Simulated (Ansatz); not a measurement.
La2O3:
```
La2O3
1.0
    3.91922     0.00000     0.00000
   -1.95961     3.39415     0.00000
    0.00000     0.00000     6.13860
La O
2 3
Direct
  0.66667   0.33333   0.75260
  0.33333   0.66667   0.24740
  0.66667   0.33333   0.35460
  0.33333   0.66667   0.64540
  0.00000   0.00000   0.00000
```

Relaxed with HSE06. Special points in fractions of this cell's reciprocal vectors: Γ (0.000, 0.000, 0.000); M (0.500, 0.000, 0.000); K (0.333, 0.333, 0.000); A (0.000, 0.000, 0.500); L (0.500, 0.000, 0.500); H (0.333, 0.333, 0.500).

Task: List the band energies nearest the valence-band maximum at these points for HSE06 (plane waves, PAW; program Ansatz).

Result: In eV from the valence-band maximum; about four levels below and three above (degenerate sets whole), none deeper than 8.9 eV; points with the same levels are listed once.

```json
[
 {"k": "Γ", "below": "-1.80 -0.39 -0.39 -0.11", "above": "6.05 6.30 6.30"},
 {"k": "M", "below": "-0.79 -0.73 -0.44 -0.33", "above": "5.39 6.92 7.20"},
 {"k": "K", "below": "-0.91 -0.89 -0.89 -0.12", "above": "5.28 6.71 6.71"},
 {"k": "A", "below": "-1.06 -0.84 -0.29 -0.29", "above": "6.70 6.70 6.92"},
 {"k": "L", "below": "-1.05 -0.80 -0.39 0.00", "above": "6.24 6.42 7.78"},
 {"k": "H", "below": "-0.61 -0.30 -0.30 -0.25", "above": "5.85 6.66 7.28 7.28"}
]
```

Space group P-3m1 (La2O3 or Ni2Al3 type). The cell was relaxed with HSE06 under the symmetry of its start. The hybrid was solved on a coarse mesh, the path and, where they were found, the r²SCAN edge points; its band edges are the extreme levels among these. Scalar-relativistic: spin–orbit coupling is off unless named, which matters more the heavier the elements.

Potentials: the earlier of the program's two PAW sets.
